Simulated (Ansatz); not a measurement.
**Quadrupolar parameters in MgV2PbO2F8**

The cell is a computed structure from the Materials Project (it need not be an observed phase), ions relaxed with PBE at fixed cell.

```
Mg V Pb O F
1.0
     5.47101    0.00000    0.00000
    -2.67485    6.07410    0.00000
    -0.75668   -2.51205    7.30068
Mg V Pb O F
1 2 1 2 8
Direct
  0.00000 0.00000 0.50000
  0.38834 0.70934 0.28482
  0.61166 0.29066 0.71518
  0.00000 0.00000 0.00000
  0.28577 0.43607 0.18186
  0.71423 0.56393 0.81814
  0.27717 0.83369 0.11616
  0.72283 0.16631 0.88384
  0.76024 0.89432 0.24775
  0.23976 0.10568 0.75225
  0.62256 0.79408 0.51936
  0.37744 0.20592 0.48064
  0.11827 0.74476 0.41014
  0.88173 0.25524 0.58986
```

Atom numbers follow the list; atoms alike are taken as one site, whose name carries the number of the first.

Level of theory: DFT, PBE+U (U = 2.1 eV on V d), plane waves and PAW, scalar-relativistic, collinear spin, 420 eV cutoff, Γ-centred 4×4×3 k-points, Fermi–Dirac smearing 0.02 eV (Ansatz 0.2.0). Start moments as typed (μB): 0 1 -1 0 0 0 0 0 0 0 0 0 0 0 by atom.

Conventions: |V_zz| ≥ |V_yy| ≥ |V_xx|, η = (V_xx − V_yy)/V_zz, C_Q = eQV_zz/h.

Mg-25: I = 5/2, Q = 199.4 mb; 51V: I = 7/2, Q = -52.00 mb; ¹⁷O: I = 5/2, Q = -25.58 mb. Nuclear quadrupole moments: year-2017 set (Pyykkö).

```
site  atoms (order as listed)                                                     first shell  V_zz (10²¹ V/m²)     η  C_Q (MHz)
  Mg                        1                                              6 F at 2.01–2.03 Å              1.33  0.98       6.39
   V                     2, 3                               1 O at 1.61 Å, 4 F at 1.89–2.00 Å              6.11  0.62      -7.68
  Pb                        4                               4 F at 2.43–2.52 Å, 2 O at 2.58 Å            -15.18  0.39          –
   O                     5, 6                              1 V at 1.61 Å; also 1 Pb at 2.58 Å              1.42  0.77     -0.876
  F7                     7, 8                       1 V at 1.89 Å, 1 Pb at 2.43 Å, angle 153°              9.89  0.25          –
  F9                    9, 10  1 V at 2.00 Å, 1 Mg at 2.02 Å, angle 102°; also 1 Pb at 2.52 Å              7.25  0.70          –
 F11                   11, 12                       1 V at 1.93 Å, 1 Mg at 2.01 Å, angle 105°              7.52  0.22          –
 F13                   13, 14                       1 V at 1.90 Å, 1 Mg at 2.03 Å, angle 136°              9.72  0.43          –
```

At V V_zz points along its shortest bond, to O (within 9°). At F7 V_zz points along the shorter of its two bonds, to V (within 7°). At F13 V_zz runs parallel to the line that joins its two neighbours (within 11°).

Pb, F have no stable isotope with a ground-state quadrupole moment in the table, so no C_Q is given.

Spin–orbit coupling is left out, which shifts gradients on Pb by a few per cent, and by more where contributions nearly cancel. The magnetic order is the one that the run reached from its start moments, not necessarily the measured one. Where η is near 1 the sign of V_zz means little.

The run took 3.9 min of wall time (3.9 min of CPU time) and 1.1 GiB at its peak, on 1 thread of Arm Neoverse V2 (aarch64; 8 cores open to the job, memory cap 3.0 GiB, no GPU), a shared host with a load of 0.3 a core.
